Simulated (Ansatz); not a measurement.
Fixed-spin-moment curve of CrBrO

All numbers below come from Ansatz 0.2.0, DFT PBEsol, scalar-relativistic, plane waves, PAW.

```
CELL_PARAMETERS angstrom
3.23200 0.00000 0.00000
0.00000 3.86300 0.00000
0.00000 0.00000 8.36000
ATOMIC_POSITIONS crystal
Cr 0.50000 0.50000 0.10200
Cr 0.00000 0.00000 0.89800
Br 0.00000 0.50000 0.32000
Br 0.50000 0.00000 0.68000
O 0.00000 0.50000 0.96500
O 0.50000 0.00000 0.03500
```

| Item | Value |
| --- | --- |
| plane-wave cutoff | 420 eV |
| Γ-centred k-mesh | 12×10×4 |
| occupation rule | Gaussian smearing, 0.01 eV |

The total moment of the cell is held at each value, at fixed atoms.

Site moments are spin moments in atom-centred spheres that scale with the neighbour distance.

```tsv
held moment (μB/cell)	E above lowest (meV/atom)	P (GPa)	site moments (μB)
0.00	451.4	-5.0	none over 0.05
1.00	375.6	-2.3	Cr +0.40 (×2)
2.00	317.1	-1.3	Cr +0.79 (×2)
3.00	275.5	-2.2	Cr +1.20 (×2)
4.00	209.3	-2.2	Cr +1.63 (×2)
5.00	110.4	-1.0	Cr +2.03 (×2)
6.00	0.0	1.0	Cr +2.39 (×2)
7.00	243.9	4.1	Cr +2.55 (×2), Br +0.17 (×2)
8.00	581.3	7.7	Cr +2.69 (×2), Br +0.30 (×2), O +0.11 (×2)
```

Cost: 9 runs of about 8.4 core-minutes in all, on Intel Xeon (Ice Lake) (shared hosts).